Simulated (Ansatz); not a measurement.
# A crystal of composition I2 at more than one level of theory

Plane-wave PAW calculations in Ansatz, scalar-relativistic unless spin-orbit coupling is named; Γ-centred meshes, relaxations with the symmetry kept. Pressure is positive in compression. No spin polarisation at the first level.

Settings: cutoff 420 eV, Γ-centred mesh 6×6×4 on the computed 4-atom cell, Gaussian smearing of 0.02 eV; no spin polarisation.

Structure relaxed with PBE+D3(BJ):

```
I
1.0
     3.67553   -2.24244    0.00000
     3.67553    2.24244    0.00000
     0.00000    0.00000    9.65553
I
4
Direct
  0.82954 0.17046 0.87754
  0.32954 0.67046 0.62246
  0.17046 0.82954 0.12246
  0.67046 0.32954 0.37754
```

```csv
level,cell,cutoff (eV),k mesh,primitive cell,V (Å³/atom),P (GPa; residual where relaxed),gap on mesh (eV)
PBE+D3(BJ),relaxed,420,6×6×4,"a = 4.31 Å, b = 4.31 Å, c = 9.66 Å, α = 90.00°, β = 90.00°, γ = 62.77°",39.8,0.01,0.87
r2SCAN+D3(BJ),relaxed,500,6×6×4,"a = 4.37 Å, b = 4.37 Å, c = 9.79 Å, α = 90.00°, β = 90.00°, γ = 63.02°",41.7,0.00,1.20
```

Spin-orbit coupling is left out. The D3 damping used with r2SCAN was fitted together with a three-body term that is left out here.

Cost: 2 runs of about 6.6 core-minutes in all, on Arm Neoverse V1 (shared hosts).